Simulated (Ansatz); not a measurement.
CdS:
```yaml
crystal:
  lattice:
    - [0.00000, 2.93890, 2.93890]
    - [2.93890, 0.00000, 2.93890]
    - [2.93890, 2.93890, 0.00000]
  atoms:
    - { symbol: S, position: [0.75000, 0.75000, 0.75000] }
    - { symbol: Cd, position: [0.00000, 0.00000, 0.00000] }
```

Relaxed with r²SCAN. Special points in fractions of this cell's reciprocal vectors: Γ (0.000, 0.000, 0.000); X (0.500, 0.000, 0.500); U (0.625, 0.250, 0.625); K (0.375, 0.375, 0.750); L (0.500, 0.500, 0.500); W (0.500, 0.250, 0.750).

Task: List the band energies nearest the valence-band maximum at these points for the program Ansatz at the r²SCAN level (PAW).

Result: In eV from the valence-band maximum; about four levels below and three above (degenerate sets whole), none deeper than 8.9 eV; … stands for higher levels left out; points with the same levels are listed once.

| k | below | above |
|---|---|---|
| Γ | -7.44 -7.44 0.00 0.00 0.00 | 1.54 … |
| X | -7.01 -3.87 -1.84 -1.84 | 3.89 4.74 9.65 |
| U | -6.89 -3.83 -2.48 -1.49 | 4.61 5.82 8.88 |
| L | -7.07 -4.31 -0.73 -0.73 | 3.44 7.47 7.47 |
| W | -6.84 -3.79 -2.20 -2.16 | 5.73 5.86 7.75 |

Space group F-43m (zinc blende). The r²SCAN relaxation kept the symmetry of its start; phonons on a q-mesh show no instability. Spin–orbit coupling is left out wherever it is not named.

Potentials: the later of the program's two PAW sets.
